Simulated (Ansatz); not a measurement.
Sb: from a starting cell to a relaxed one

The start is a relaxed Sb cell, doubled along one cell vector, shaken by Gaussian noise of σ = 0.08 Å a coordinate. The cell and all atomic positions are relaxed at zero pressure with r2SCAN (plane waves to 500 eV, PAW, scalar-relativistic; Ansatz, a program for electronic structure). The first steps use a coarse 7×7×3 k-mesh.

Initial structure:
```
Sb
1.0
    5.10834     0.00000     0.00000
   -2.55417     4.42395     0.00000
    0.00000     0.00000    12.16525
Sb
8
Cartesian
 -0.14010  -0.13303   1.42173
 -0.01973   0.17116   7.67845
  0.11415   0.00725   4.51072
 -0.12381   0.00421  10.63962
 -0.05002   3.03493   1.57440
  0.18263   3.09294   7.69347
  2.61559   1.49182   4.53936
  2.52435   1.41205  10.68043
```

Problem. Which atoms feel the largest initial force, and how large is it?

Solution. 1.19 eV/Å, on Sb1 (atoms numbered as listed).

Problem. By how much does the energy per atom fall from start to end?

Solution. 0.46 eV/atom.

Problem. How do the shortest distances between atoms change?

Solution. The closest pairs of elements (up to four, under 3.6 Å), start → end: Sb–Sb 2.77 → 2.92 Å.

Problem. Is the relaxed structure metallic? Give its gap.

Solution. No gap on the sampled points, where the bands overlap only slightly; such a result is sensitive to mesh and level.

Final values are on a 13×13×12 k-mesh of the relaxed cell. No spin polarisation in the result.

Of the parent cell (P6₃/mmc (No. 194)): it is a generated cell of Sb: the first start was made by placing the elements on the sites of a structure type, and the end was not matched to a known phase here, so it may be hypothetical. Known forms of Sb include space group No. 166.
